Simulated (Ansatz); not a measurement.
# LiTl6C2O6F2: field gradients at two levels of theory

Cell: a Materials Project structure (computed, not necessarily an observed phase).

```yaml
crystal:
  lattice:
    - [6.69316, 0.00000, 0.00000]
    - [-0.30085, 7.44124, 0.00000]
    - [-1.23896, -3.65544, 7.16158]
  atoms:
    - { symbol: Li, position: [0.98462, 0.05880, 0.01549] }
    - { symbol: Tl, position: [0.73050, 0.80507, 0.40076] }
    - { symbol: Tl, position: [0.25984, 0.77297, 0.68757] }
    - { symbol: Tl, position: [0.20750, 0.19168, 0.55976] }
    - { symbol: Tl, position: [0.68215, 0.27286, 0.33292] }
    - { symbol: Tl, position: [0.76005, 0.58508, 0.85641] }
    - { symbol: Tl, position: [0.32532, 0.43154, 0.08323] }
    - { symbol: C, position: [0.77533, 0.14782, 0.82041] }
    - { symbol: C, position: [0.26282, 0.85805, 0.15488] }
    - { symbol: O, position: [0.85650, 0.27960, 0.99167] }
    - { symbol: O, position: [0.81309, 0.95978, 0.76575] }
    - { symbol: O, position: [0.66518, 0.19864, 0.70681] }
    - { symbol: O, position: [0.28429, 0.72294, 0.99060] }
    - { symbol: O, position: [0.19296, 0.02632, 0.17695] }
    - { symbol: O, position: [0.30938, 0.82182, 0.29817] }
    - { symbol: F, position: [0.96687, 0.50126, 0.58715] }
    - { symbol: F, position: [0.45484, 0.47411, 0.57147] }
```

Atom numbers follow the list; atoms alike are taken as one site, whose name carries the number of the first.

First run. The numbers come from a DFT calculation in Ansatz (PBE, plane waves and PAW, scalar-relativistic, 420 eV cutoff, Γ-centred 5×5×4 k-points, Fermi–Dirac smearing 0.05 eV).

```tsv
site	atom	V_zz (10²¹ V/m²)	η
Tl2	2	-28.6	0.68
Tl4	4	7.31	0.59
Tl5	5	-28.3	0.49
Tl7	7	26.4	0.29
C8	8	2.36	0.12
C9	9	2.40	0.05
O10	10	11.39	0.89
O11	11	11.02	0.66
O12	12	10.49	0.89
O13	13	10.88	0.71
O14	14	11.64	0.77
O15	15	10.80	0.82
F16	16	3.27	0.80
F17	17	-2.40	0.92
```

Second run. The same atoms and settings, except that the functional is PBEsol and the mesh is 5×5×5.

**Question.** Given the first result, estimate the second.

**Answer.** 

```tsv
site	atom	V_zz	η	change of V_zz
Tl2	2	-27.6	0.71	+1.05
Tl4	4	7.41	0.60	+0.10
Tl5	5	-27.4	0.51	+0.85
Tl7	7	26.3	0.26	-0.10
C8	8	2.35	0.12	-0.01
C9	9	2.40	0.05	0.00
O10	10	11.04	0.91	-0.35
O11	11	10.69	0.67	-0.33
O12	12	10.13	0.90	-0.36
O13	13	10.53	0.70	-0.35
O14	14	11.30	0.78	-0.34
O15	15	10.43	0.82	-0.37
F16	16	3.38	0.76	+0.11
F17	17	-2.47	0.93	-0.07
```

The largest change of V_zz is on Tl2, from -28.6 to -27.6. In per cent, |V_zz| changes by -4 to +1 on Tl, 0 on C, -3 on O, +3 on F (all sites that start above 2). The table leaves out 3 of the 17 sites, with |V_zz| up to 15.28; their tensors move by 0.17 at most along any direction. The statements above cover all sites.

Spin–orbit coupling is left out, which shifts gradients on Tl by a few per cent in wide-gap crystals, and can shift them far more where the calculated gap is small or absent, as here.
For the first run: The largest force is 0.3 eV/Å, so the atoms aren't at the calculated equilibrium and relaxing them would move these values. With these PAW files V_zz is typically within 2 to 3 % of all-electron values, but misses above 10 % occur on Li.
For the second run: The largest force is 0.5 eV/Å, so the atoms aren't at the calculated equilibrium and relaxing them would move these values.
